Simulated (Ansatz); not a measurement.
Os (Fm-3m), tetragonal deformation path

Level of theory: DFT PBEsol, scalar-relativistic, plane waves, PAW (Ansatz). Settings: plane waves to 420 eV, k-mesh 24×24×24 (Γ-centred), Gaussian smearing 0.15 eV. Spin–orbit coupling is left out, which can shift energies with elements as heavy as these. No spin polarisation. Energies are free energies at this smearing, counted from the undisturbed cell; pressure is positive in compression.

The starting cell (as given, not relaxed at this level; it stands at -20.1 GPa; this fcc form isn't the usual structure):

```
Os
1.0
     0.00000    1.94500    1.94500
     1.94500    0.00000    1.94500
     1.94500    1.94500    0.00000
Os
1
Direct
  0.00000 0.00000 0.00000
```

At fixed volume and fractional coordinates, lengths along (0.000, 0.000, 1.000) are scaled against those across it; ρ is that ratio over its starting value. The cell is metallic on the mesh throughout. At ρ = 0.707 the cell becomes cubic (Im-3m), and there the slope of the energy vanishes by symmetry. At -20 GPa the given cell is far from its own equilibrium, so these figures belong to a strongly strained crystal.

```csv
ρ,ΔE (meV/atom),pressure (GPa)
0.650,673.0,-9.4
0.707,734.9,-9.1
0.780,558.2,-11.4
0.850,264.0,-15.8
0.920,67.2,-18.9
0.960,14.7,-19.8
1.000,0.0,-20.1
1.050,21.5,-19.7
1.100,90.5,-18.3
1.200,356.9,-12.5
1.300,740.0,-3.2
1.414,1232.3,10.8
1.500,1602.4,23.3
```